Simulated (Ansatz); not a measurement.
# K3LuV2O8: ⁴¹K NMR of the central transition

Cell: a measured structure from the Crystallography Open Database (COD), ions relaxed with PBE at fixed cell.

Space group P-3m1 (No. 164); a = 5.8550, c = 7.5780 Å, γ = 120.00°.

| site | Wyckoff | site symmetry | x | y | z |
| --- | --- | --- | --- | --- | --- |
| K1 | 1a | -3m. | 0.0000 | 0.0000 | 0.0000 |
| K2 | 2d | 3m. | 0.6667 | 0.3333 | 0.6861 |
| Lu | 1b | -3m. | 0.0000 | 0.0000 | 0.5000 |
| V | 2d | 3m. | 0.6667 | 0.3333 | 0.2422 |
| O7 | 2d | 3m. | 0.6667 | 0.3333 | 0.0237 |
| O9 | 6i | .m. | 0.3454 | 0.1727 | 0.3237 |

One atom of each set is listed.

Method: Kohn–Sham DFT in Ansatz, r2SCAN, plane waves and PAW, scalar-relativistic, 500 eV cutoff, Γ-centred 5×5×3 k-points, Fermi–Dirac smearing 0.02 eV.

⁴¹K has I = 3/2 and Q = 73.40 mb (Pyykkö 2018); at 16.4 T its Larmor frequency is ν₀ = 17.9 MHz. Only the quadrupole interaction is simulated: positions count from each site's isotropic chemical shift, and J coupling is left out, as are shift anisotropy and dipolar coupling, which fast spinning averages.

(1) What does the ⁴¹K spectrum (fast magic-angle spinning) show for each site?

Answers

(1) 

```
site          first shell  C_Q (MHz)     η  P_Q (MHz)  δ_QIS (ppm)  breadth (kHz)
  K1  12 O at 3.01–3.39 Å      -2.63  0.00       2.63         -540           20.7
  K2  10 O at 2.56–3.19 Å     -0.684  0.00      0.684        -36.5           1.40
```

δ_QIS = −(ν_Q²/30ν₀²)[I(I+1) − 3/4](1 + η²/3) × 10⁶ ppm with ν_Q = 3|C_Q|/[2I(2I−1)]; it falls as 1/B₀² in ppm, and the breadth as 1/B₀ in kHz.

The broadest static pattern spans 50 kHz. The table holds for spinning faster than that; slower spinning leaves sidebands.

An axis of threefold or higher order runs through K1 and K2, so V_zz lies along it and η is zero.

The largest force is 0.5 eV/Å, so the atoms aren't at the calculated equilibrium and relaxing them would move these values.
